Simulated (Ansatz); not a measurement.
Values for one crystal, relaxed and computed with PBEsol in the plane-wave PAW code Ansatz; other levels are named.

| Property | Result |
|---|---|
| Volume per atom | 108.61 Å³ |
| Electronic character | metallic (no gap) |
| Density of states at the Fermi level | 1.4 states/eV per atom (mean over ±0.08 eV) |
| Poisson's ratio | 0.34 |
| Mechanical stability | stable (all eigenvalues of C positive) |
| Elastic constants (relaxed ions, GPa) | C11 = 2.3, C12 = 1.9, C44 = 1.6 |
| Debye temperature from the elastic constants | 42.3 K |

Q: Which of these materials gives this?
(A) Eu, bcc (W type)
(B) Cs, bcc (W type)
(C) Rb, bcc (W type)
(D) Ru, hcp (Mg type)

A: B, Cs, bcc (W type)

Space group Im-3m (bcc (W type)). The cell was relaxed with PBEsol under the symmetry of its start. As this level gives no gap, shear constants depend on the k-mesh and smearing (Fermi–Dirac, 0.1 eV here). Spin–orbit coupling is left out wherever it is not named.

Potentials: the later of the program's two PAW sets.
